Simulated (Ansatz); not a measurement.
SiO2:
```cif
data_O8Si4
_chemical_formula_sum 'Si4 O8'
_space_group_name_H-M_alt 'P6322'
_space_group_IT_number 182
_space_group_name_Hall 'P 6c 2c'
_cell_length_a 5.01227
_cell_length_b 5.01227
_cell_length_c 8.53966
_cell_angle_alpha 90.000
_cell_angle_beta 90.000
_cell_angle_gamma 120.000
loop_
_atom_site_label
_atom_site_type_symbol
_atom_site_symmetry_multiplicity
_atom_site_Wyckoff_symbol
_atom_site_fract_x
_atom_site_fract_y
_atom_site_fract_z
_atom_site_occupancy
Si1 Si 4 f 0.33333 0.66667 0.06296 1
O1 O 6 g 0.00000 0.41150 0.00000 1
O2 O 2 c 0.33333 0.66667 0.25000 1
```

This is the LDA-relaxed structure.

Q: All from the program Ansatz at the LDA level (PAW), unless another level is named. Estimate the bulk modulus (Birch–Murnaghan fit).

A: 29.3 GPa.

Q: Next, the highest zone-centre frequency (without LO–TO term)?

A: 1267 cm⁻¹.

Space group P6_322. The workflow started from a Materials Project entry (that database holds measured and hypothetical structures alike); the Crystallography Open Database copy checked does not list it. It is not the phase usual at ambient conditions (space group No. 92, 152, 154). Symmetry was held in the LDA relaxation. At this level the phase is dynamically unstable (imaginary phonons).

Potentials: the later of the program's two PAW sets.
